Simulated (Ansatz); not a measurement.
**How the functional moves the response of NbRu (P4/mmm) (PBEsol, r²SCAN)**

```
Nb Ru
1.0
     3.02508    0.00000    0.00000
     0.00000    3.02508    0.00000
     0.00000    0.00000    3.38230
Nb Ru
1 1
Direct
  0.00000 0.00000 0.00000
  0.50000 0.50000 0.50000
```

This cell (15.48 Å³ an atom) was relaxed by PAW under PBEsol, and each functional gets its own cell relaxed so. Quantity: elastic moduli (Hill averages, relaxed ions; θ_D from sound speeds over directions).

Runs: (1) PBEsol, PAW on Ansatz 0.2.0's default frozen-core files (fitted under PBE), scalar-relativistic; k mesh 16×16×14, strains of ±0.005, Fermi-Dirac smearing of 0.050 eV, cutoff 420 eV. (2) r²SCAN, PAW on Ansatz 0.2.0's default frozen-core files (fitted under PBE), scalar-relativistic; k mesh 14×14×14, strains of ±0.005, Fermi-Dirac smearing of 0.100 eV, cutoff 500 eV.

Under PBEsol: B = 255 GPa, G = 56.5 GPa, C11 = 335 GPa, C33 = 332 GPa, C44 = 51.0 GPa, ν = 0.397, θ_D = 315 K.

Task: Which way does r²SCAN move the volume, and by how much?

Result: a = 3.052, c = 3.389 Å, 15.79 Å³ an atom: 2.0 % larger.

Task: What does r²SCAN give for these quantities?

Result: 

| quantity | PBEsol | r²SCAN | change |
| --- | --- | --- | --- |
| B | 255 GPa | 248 GPa | -3 % |
| G | 56.5 GPa | 60.0 GPa | +6 % |
| C11 | 335 GPa | 347 GPa | +4 % |
| C33 | 332 GPa | 341 GPa | +2 % |
| C44 | 51.0 GPa | 51.6 GPa | +1 % |
| ν | 0.397 | 0.388 | -2 % |
| θ_D | 315 K | 325 K | +3 % |

Keep in mind: frozen-core PAW files fitted under PBE, their cores solved anew for the functional of the run; responses of metals move with mesh and smearing; the softest shear constant rests on one k mesh, and a soft shear can herald a distortion on cooling; elastic stability says nothing of phonons or of other phases.
